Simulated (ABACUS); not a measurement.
Set-up for a self-consistent single point of BaTiO₃ (P4mm, 5 atoms in the cell; from Materials Project mp-2998, changed as shown).

```xyz
5
Lattice="3.9864 0.0000 0.0000 0.0000 3.9864 0.0000 0.0000 0.0000 3.9864" Properties=species:S:1:pos:R:3 pbc="T T T"
Ba     1.9932     1.9132     1.9932
Ti     0.0000     0.0000     0.0000
O      1.9932     0.0000     0.0000
O      0.0000     1.9932     0.0000
O      0.0000     0.0000     1.9932
```

All values come from this method and carry its errors: PBE, PseudoDojo 0.5 standard norm-conserving PBE (tails mended) pseudopotentials (plane waves; ABACUS).

ABACUS settings:

- KPT = Gamma 6 6 6 0 0 0
- basis_type = pw
- ecutwfc = 84 Ry
- smearing_method = gaussian
- smearing_sigma = 0.00146997 Ry
- potentials = PseudoDojo 0.5 standard norm-conserving PBE (tails mended)
- symmetry = 1
- symmetry_prec = 1e-05
- ks_solver = dav_subspace
- scf_nmax = 100
- scf_thr = 1.0e-09 Ry
- mixing_type = pulay

Results:

Number of valence electrons: 40
Number of bands: 30
Number of k-points after the program's reduction: 40
Number of plane waves (most at a k-point): 5616
Number of SCF iterations: 13
FFT grid: 45 × 45 × 45
Free energy E − TS: -3736.0284 eV
Top of the valence band (on the code's own zero): 10.52 eV
Gap on the k-point mesh: 1.85 eV
Pressure: 3.96 GPa
Largest force (vector length): 0.504 eV/Å

Forces (eV/Å):
```
atom     Fx      Fy     Fz
----  -----  ------  -----
Ba1   0.000   0.504  0.000
Ti2   0.000  -0.277  0.000
O3    0.000  -0.062  0.000
O4    0.000  -0.103  0.000
O5    0.000  -0.062  0.000
```

Stress (GPa, positive for compression):
```
3.99  0.00  0.00
0.00  3.90  0.00
0.00  0.00  3.99
```

The gap is read on the k-point mesh of the run and can differ from the gap over the whole zone at this level.

For comparison: a first run was changed to give this one (atom 1 moved by -0.08 angstrom along y), and from it to this one the free energy rises by 4.0 meV/atom, the pressure goes from 3.77 to 3.96 GPa, the largest force goes from 0.000 to 0.504 eV/Å and the gap on the mesh moves little (1.852 to 1.847 eV).

The structure comes from a collection of computed structures, made at another level of theory; the collection holds predicted forms beside known ones. Its lattice was then scaled.

Cost on one core: about 3.0 core-minutes (a rough figure).

“Tails mended”: in these copies of the files the far tail of each local potential was reset to the Coulomb form.
